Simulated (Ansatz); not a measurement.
Structure relaxation, ZnSnN$_{2}$

The relaxed structure here is a generated cell of ZnSnN2: the first start was made by placing the elements on the sites of a structure type, and the end was not matched to a known phase here, so it may be hypothetical.

The start is a generated cell, ZnSnN2 placed in the AFLOW prototype ABC2_hP8_194_d_a_f (as in AlCr2C). The cell and all atomic positions are relaxed at zero pressure with PBE (plane waves to 420 eV, PAW, scalar-relativistic; Ansatz, a program for electronic structure). The first steps use a coarse 9×9×2 k-mesh.

The start:
```
ZnSnN2
1.0
    2.97828     0.00000     0.00000
   -1.48914     2.57927     0.00000
    0.00000     0.00000    13.35021
Zn N Sn
2 4 2
Direct
  0.33333   0.66667   0.75000
  0.66667   0.33333   0.25000
  0.33333   0.66667   0.08600
  0.66667   0.33333   0.58600
  0.66667   0.33333   0.91400
  0.33333   0.66667   0.41400
  0.00000   0.00000   0.00000
  0.00000   0.00000   0.50000
```

Initial pressure: +22 GPa (positive: the cell is compressed)
Largest initial force: about 2.8 eV/Å, on N3, N4, N5, N6 (atoms numbered as listed)
Outcome: The space group stays P6₃/mmc (No. 194) (the run could not lower it), with 8 atoms in the primitive cell
Energy released: 0.73 eV/atom
Shortest distances (start → end): The closest pairs of elements (up to four, under 3.6 Å), start → end: N–Sn 2.07 → 2.22 Å; N–Zn 2.78 → 2.33 Å; N–N 2.87 → 2.87 Å; Zn–Zn 2.98 → 3.18 Å
Band gap at the end: no gap on the sampled points, where the bands overlap only slightly; such a result is sensitive to mesh and level
Optimiser moves: 13

It ends as:

```cif
data_N4Sn2Zn2
_chemical_formula_sum 'Zn2 N4 Sn2'
_space_group_name_H-M_alt 'P63/mmc'
_space_group_IT_number 194
_space_group_name_Hall '-P 6c 2c'
_cell_length_a 3.18441
_cell_length_b 3.18441
_cell_length_c 10.75387
_cell_angle_alpha 90.000
_cell_angle_beta 90.000
_cell_angle_gamma 120.000
loop_
_atom_site_label
_atom_site_type_symbol
_atom_site_symmetry_multiplicity
_atom_site_Wyckoff_symbol
_atom_site_fract_x
_atom_site_fract_y
_atom_site_fract_z
_atom_site_occupancy
Zn1 Zn 2 d 0.66667 0.33333 0.25000 1
N1 N 4 f 0.33333 0.66667 0.11638 1
Sn1 Sn 2 a 0.00000 0.00000 0.00000 1
```

Final values are on a 12×12×3 k-mesh of the relaxed cell. No spin polarisation in the result.

The run could not lower the symmetry of its start; a shaken copy of this end point relaxes with PBE to Cmc2₁ (No. 36), 0.23 eV/atom lower.
